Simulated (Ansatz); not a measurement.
# Fields on a plane of Pb (fcc, Cu type)

```
CELL_PARAMETERS angstrom
      0.00000     2.51696     2.51696
      2.51696     0.00000     2.51696
      2.51696     2.51696     0.00000
ATOMIC_POSITIONS crystal
  Pb 0.00000 0.00000 0.00000
```

The slice is a {100} plane (indices of the conventional cell) through the point (0.000, 0.000, 0.000) (fractional), spanned by u = [100] and v = [0 1 -1] in vectors of this cell: u (3.56 Å) and v (3.56 Å, at 90° to u). It covers one period; positions are fractions (u, v).

Atoms on it: Pb at (0.00, 0.00).

Computed with PBE (plane waves to 420 eV, PAW, scalar-relativistic; Ansatz, a quantum-chemistry and plane-wave program). k mesh 16×16×16. Inside the PAW spheres the values are not all-electron values, and peaks at nuclei hang on which shells count as valence. Pb was relaxed with its symmetry unable to fall. Spin-orbit coupling is left out, though Pb is heavy. The relaxed volume of Pb is well above the measured one; the method has no dispersion term.

```
|999999887766554433222211111122223344556677889999|
|999988887766554433222211111122223344556677888899|
|888888776666554433221111111111223344556666778888|
|777777666655443322221111111111222233445566667777|
|666666665544333322111111111111112233334455666666|
|555555554433332222111100000011112222333344555555|
|444444443333222211110000000000111122223333444444|
|333333332222221111000000000000001111222222333333|
|222222222211111100000000000000000011111122222222|
|222222111111110000000000000000000000111111112222|
|111111111111000000000000000000000000001111111111|
|111111111111000000000000000000000000001111111111|
|111111111111000000000000000000000000001111111111|
|222222111111110000000000000000000000111111112222|
|222222222211111100000000000000000011111122222222|
|333333332222221111000000000000001111222222333333|
|444444443333222211110000000000111122223333444444|
|555555554433332222111100000011112222333344555555|
|666666665544333322111111111111112233334455666666|
|777777666655443322221111111111222233445566667777|
|888888776666554433221111111111223344556666778888|
|999988887766554433222211111122223344556677888899|
|999999887766554433222211111122223344556677889999|
|999999887766554433222211111122223344556677889999|
```
Scale: ten equal steps from -1.38 (start of '0') to 1.01 (end of '9'), in the order '0123456789'. Values: log₁₀ of the valence density in e/Å³. The map has 24 points along u (two characters each, u = 0 at the left) and 24 along v (v = 0 in the bottom row). The scale is logarithmic, as a density can span decades between atoms and voids.

```
|xxxxxxxx==%%@@@@####++------++####@@@@%%==xxxxxx|
|xxxxxx..**@@@@%%##**++------++**##%%@@@@**..xxxx|
|xxxx..==%%@@@@%%##**==------==**##%%@@@@%%==..xx|
|--==**%%@@@@@@%%##**==--::--==**##%%@@@@@@%%**==|
|%%%%@@@@@@@@%%##**++--::::::--++**##%%@@@@@@@@%%|
|@@@@@@@@@@%%####**==--::..::--==**####%%@@@@@@@@|
|@@@@%%%%%%####**++--::......::--++**####%%%%%%@@|
|##########****++--::....  ....::--++****########|
|####******++==--::....      ....::--==++******##|
|++++++====----::....          ....::----====++++|
|==--------::::....              ....::::--------|
|--------::::....                  ....::::------|
|==--------::::....              ....::::--------|
|++++++====----::....          ....::----====++++|
|####******++==--::....      ....::--==++******##|
|##########****++--::....  ....::--++****########|
|@@@@%%%%%%####**++--::......::--++**####%%%%%%@@|
|@@@@@@@@@@%%####**==--::..::--==**####%%@@@@@@@@|
|%%%%@@@@@@@@%%##**++--::::::--++**##%%@@@@@@@@%%|
|--==**%%@@@@@@%%##**==--::--==**##%%@@@@@@%%**==|
|xxxx..==%%@@@@%%##**==------==**##%%@@@@%%==..xx|
|xxxxxx..**@@@@%%##**++------++**##%%@@@@**..xxxx|
|xxxxxxxx==%%@@@@####++------++####@@@@%%==xxxxxx|
|xxxxxxxx--%%@@@@####++==--==++####@@@@%%--xxxxxx|
```
Scale: ten equal steps from 0.09 (start of ' ') to 0.42 (end of '@'), in the order ' .:-=+*#%@'. Values: electron localisation function (ELF). The map has 24 points along u (two characters each, u = 0 at the left) and 24 along v (v = 0 in the bottom row). Points within 0.5 Å of a nucleus are blanked (x), as the pseudised field means little there.

* **Density on the Pb–Pb line (3.56 Å) at its midpoint**: 0.11 e/Å³
* **ELF at that point**: 0.21
